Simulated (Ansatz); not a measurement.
Relaxed candidate structures of Pb:

A. R-3m, hexagonal axes (No. 166), hR12, AFLOW prototype A_hR12_166_2h (as in B); a = 8.6973 Å, b = 8.6973 Å, c = 23.8147 Å, α = 90.00°, β = 90.00°, γ = 120.00°; Pb 18h (0.250, 0.125, 0.103); Pb 18h (0.203, 0.406, 0.025)

B. Fm-3m (No. 225), cF4, fcc (Cu type); a = b = c = 4.991 Å, α = β = γ = 90.00°; Pb 4a (0.000, 0.000, 0.000)

C. P6₃/mmc (No. 194), hP4, AFLOW prototype A_hP4_194_f (as in C); a = 4.899 Å, b = 4.899 Å, c = 8.077 Å, α = 90.00°, β = 90.00°, γ = 120.00°; Pb 4f (0.333, 0.667, 0.063)

D. Fd-3m, origin choice 1 (No. 227), cF8, diamond type; a = b = c = 6.953 Å, α = β = γ = 90.00°; Pb 8a (0.000, 0.000, 0.000)

E. Pm-3n (No. 223), cP8; a = 6.3434 Å, b = 6.3434 Å, c = 6.3434 Å, α = 90.00°, β = 90.00°, γ = 90.00°; Pb 6c (0.000, 0.500, 0.250); Pb 2a (0.000, 0.000, 0.000)

Task: Put the candidates in order of energy per atom, lowest first, for r2SCAN (plane waves to 500 eV, PAW, scalar-relativistic; Ansatz, a quantum-chemistry and plane-wave program).

Result: B (reference), E (+0.07 eV/atom), A (+0.13 eV/atom), D (+0.18 eV/atom), C (+0.22 eV/atom)

Each run could gain symmetry but not lose that of its start, so entries can be saddle points. From databases, or of a type measured for this composition: Fm-3m, cF4, fcc (Cu type); the others are generated cells (placed on structure types, drawn at random, substituted or restacked) that were not matched to a known phase here. Energies are at zero temperature and pressure, without zero-point motion. No spin polarisation in the result.
